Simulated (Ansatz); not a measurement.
Cu:
```cif
data_Cu3
_chemical_formula_sum 'Cu3'
_space_group_name_H-M_alt 'P6/mmm'
_space_group_IT_number 191
_space_group_name_Hall '-P 6 2'
_cell_length_a 4.12817
_cell_length_b 4.12817
_cell_length_c 2.47517
_cell_angle_alpha 90.000
_cell_angle_beta 90.000
_cell_angle_gamma 120.000
loop_
_atom_site_label
_atom_site_type_symbol
_atom_site_symmetry_multiplicity
_atom_site_Wyckoff_symbol
_atom_site_fract_x
_atom_site_fract_y
_atom_site_fract_z
_atom_site_occupancy
Cu1 Cu 1 a 0.00000 0.00000 0.00000 1
Cu2 Cu 2 d 0.33333 0.66667 0.50000 1
```

Relaxed with PBE.

Decompose the optical modes at the zone centre into irreducible representations, and say which are infrared and Raman allowed.

Point group 6/mmm: Γ_opt = A2u + B1g + E1u + E2g. Infrared: A2u, E1u. Raman: E2g.

Assign frequencies (DFPT, PBE (plane waves, PAW; program Ansatz)).

B1g 79i, A2u 119, E1u 157, E2g 241 cm⁻¹.

Subscripts of B labels follow the axes of the standard setting.

A made-up cell: these elements were put on the sites of a structure type; neither database checked (COD, Materials Project) lists it. It is not the phase usual at ambient conditions (space group No. 225). The PBE relaxation kept the symmetry of its start. At this level the phase is dynamically unstable (imaginary phonons). The run is not spin-polarised. As this level gives no gap, phonon frequencies hold no LO–TO term and depend on the k-mesh and smearing (Fermi–Dirac, 0.1 eV here).

Potentials: the later of the program's two PAW sets.
